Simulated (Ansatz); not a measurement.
Input:

Sr:
```yaml
crystal:
  lattice:
    - [0.00000, 4.85207, 4.85207]
    - [4.85207, 0.00000, 4.85207]
    - [4.85207, 4.85207, 0.00000]
  atoms:
    - { symbol: Sr, position: [0.00000, 0.00000, 0.00000] }
    - { symbol: Sr, position: [0.25000, 0.25000, 0.25000] }
```

This is the r²SCAN-relaxed structure.

Question: All from plane-wave PAW r²SCAN (Ansatz code), unless another level is named. Predict the bulk modulus (Birch–Murnaghan fit).

Answer: 3.0 GPa.

Question: And the elastic constants (relaxed ions, GPa)?

Answer: C11 = 0.6, C12 = 4.1, C44 = -4.9.

Space group Fd-3m (diamond). The start of the workflow was typed in or built on a structure type; neither database checked (COD, Materials Project) lists it. It is not the phase usual at ambient conditions (space group No. 225). The cell was relaxed with r²SCAN under the symmetry of its start. At this level the phase is mechanically unstable. The volume moved by 28 % from the start of the relaxation. As this level gives no gap, shear constants depend on the k-mesh and smearing (Fermi–Dirac, 0.1 eV here).

Potentials: the later of the program's two PAW sets.
